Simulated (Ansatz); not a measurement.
The elements of this relaxed trial crystal are hidden behind letters.

```
lattice vectors (Å)
  -1.6627    1.6627    7.0201
   1.6627   -1.6627    7.0201
   1.6627    1.6627   -7.0201
fractional positions
X 0.0000 0.0000 0.0000
Z 0.6782 0.6782 0.0000
Z 0.3218 0.3218 0.0000
Q 0.2500 0.7500 0.5000
Q 0.8951 0.3951 0.5000
Q 0.6049 0.1049 0.5000
```

All numbers below come from DFT PBE, scalar-relativistic, plane waves, PAW in Ansatz 0.2.0. Settings of the last relaxation (6-atom cell): 420 eV, 12×12×12 k points, Gaussian smearing of 0.02 eV, no spin polarisation.

| Property | Result |
| --- | --- |
| Space group | I-4m2 (No. 119) |
| Conventional cell | a = 3.325 Å, c = 14.040 Å |
| Volume per atom | 12.94 Å³ |
| Density | 3.95 g/cm³ |
| Formation energy | −1.198 eV/atom |
| Gap on the 12×12×12 mesh of the 6-atom cell | 1.79 eV |

Energies are uncorrected and count from the elements' standard states at the same level.

**Question.** X is a d-block element of period 5, Z is a p-block element of period 3 and Q is a p-block element of period 2. Which elements are they?

**Answer.** X = Y, Z = Al, Q = N, so the formula is YAl2N3. Density times volume gives a mean mass of 3.95 × 12.94/1.6605 = 30.8 u per atom, and this set has 30.8 u. Y has 4 N at 2.22 Å; Al is surrounded by 4 N at 1.94–1.96 Å; around N on a site of symmetry -4m2 lie 4 Al at 1.94 Å; 1 more site not described. Other sets within the hints have nearly the same mass, so mass alone doesn't settle it; this one was computed.

Kohn–Sham gaps at this level usually fall short of measured ones. Symmetry constrained the relaxation, so the result can be a saddle point.
